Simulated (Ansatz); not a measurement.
## La5Ge14Ir5: what a change of scf.mixing.preconditioner does

All numbers are calculated (PBEsol, no spin polarisation, no spin-orbit coupling; Ansatz, PAW set soft_2, 420 eV, k-mesh 3×3×3), not measured. These are the settings of the reference run.

Cell:

```
cell
1.0
    -6.6239   -2.2080   -5.0169
     2.2080   -6.6239    5.0169
    -2.2080    6.6239    5.0169
Ge Ir La
14 5 5
Direct
  0.3004 0.4417 0.5426
  0.1004 0.0414 0.7442
  0.6994 0.2416 0.1418
  0.8996 0.6433 0.9414
  0.6915 0.7414 0.6326
  0.5000 0.3432 0.8437
  0.3085 0.9406 0.0503
  0.8857 0.1344 0.4369
  0.1141 0.5506 0.2490
  0.4033 0.7968 0.6008
  0.1974 0.3986 0.7948
  0.0000 0.0009 0.0014
  0.5966 0.1970 0.3940
  0.8025 0.5968 0.2017
  0.8072 0.8377 0.4394
  0.6016 0.4377 0.6373
  0.3984 0.0352 0.8366
  0.9999 0.2405 0.2410
  0.1928 0.6317 0.0309
  0.4001 0.3881 0.1797
  0.1948 0.9779 0.3767
  0.0000 0.5815 0.5820
  0.6000 0.7792 0.9886
  0.8051 0.1813 0.7835
```

The reference run of this cell is solved again as a single point with these keys changed:

| key | reference run | changed run |
| --- | --- | --- |
| scf.mixing.preconditioner | not typed | ldos |

Problem. How far do the results move?

Solution. 

| quantity | reference run | changed run |
| --- | --- | --- |
| energy, changed less reference (meV an atom) | 0 | 0.0 |
| largest force (eV/Å) | 0.01 | 0.01 |
| gap on the mesh (eV) | 0.00 | 0.00 |

The results hardly move, so this setting matters little here, or the typed value is the one that the program takes anyway. It took 8 iterations from the trained starting density.

Caveats: a single point, atoms not relaxed again.
